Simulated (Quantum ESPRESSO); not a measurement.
Field gradients of K4IBr3 from the PAW reconstruction of the field gradient on a scalar-relativistic PBE ground state (a modified build of Quantum ESPRESSO, JTH datasets). The input of pw.x:

```
&CONTROL
  calculation = 'scf'
  prefix = 'x'
  pseudo_dir = './pseudo'
  outdir = './out'
  tprnfor = .true.
/
&SYSTEM
  ibrav = 0
  nat = 8
  ntyp = 3
  ecutwfc = 40
  ecutrho = 160
  occupations = 'fixed'
  nbnd = 36
/
&ELECTRONS
  conv_thr = 1e-11
/
ATOMIC_SPECIES
K 39.098 K.GGA_PBE-JTH.UPF
I 126.904 I.GGA_PBE-JTH.UPF
Br 79.904 Br.GGA_PBE-JTH.UPF
CELL_PARAMETERS angstrom
    6.883906553000     0.000000000000     0.000000000000
    0.000000000000     6.883906553000     0.000000000000
    0.000000000000     0.000000000000     6.883906553000
ATOMIC_POSITIONS crystal
K      0.000000000000     0.000000000000     0.000000000000
I      0.500000000000     0.000000000000     0.000000000000
K      0.000000000000     0.500000000000     0.500000000000
Br     0.500000000000     0.500000000000     0.500000000000
K      0.500000000000     0.000000000000     0.500000000000
Br     0.000000000000     0.000000000000     0.500000000000
K      0.500000000000     0.500000000000     0.000000000000
Br     0.000000000000     0.500000000000     0.000000000000
K_POINTS automatic
4 4 4 0 0 0
```
The cell was made here from a computed Materials Project entry: one of 4 Br replaced by I, cell and atoms relaxed (PBE without dispersion, pw.x of Quantum ESPRESSO, symmetry kept). The parent is KBr in Fm-3m. The swapped cell is a model, not a known phase. Stability against distortions was not tested.

Vzz is the sum of three terms, each taken along its main axis: the smooth valence density, the ions (nucleus and frozen core) with the augmentation charges of all other spheres, and the all-electron minus smooth density in the atom's own sphere. The split hangs on the datasets.  Cores are frozen. Against all-electron runs on small test molecules, this scheme's |Vzz| missed by +10 % on K.

```tsv
site	smooth valence density	ions and other spheres	own sphere	Vzz (a.u.)
K1 (atoms 1, 5, 7)	-0.002	0.001	___	___
```

Some entries are withheld; supply them.


- K1 (atoms 1, 5, 7), own sphere: -0.032
- K1 (atoms 1, 5, 7), Vzz (a.u.): -0.032
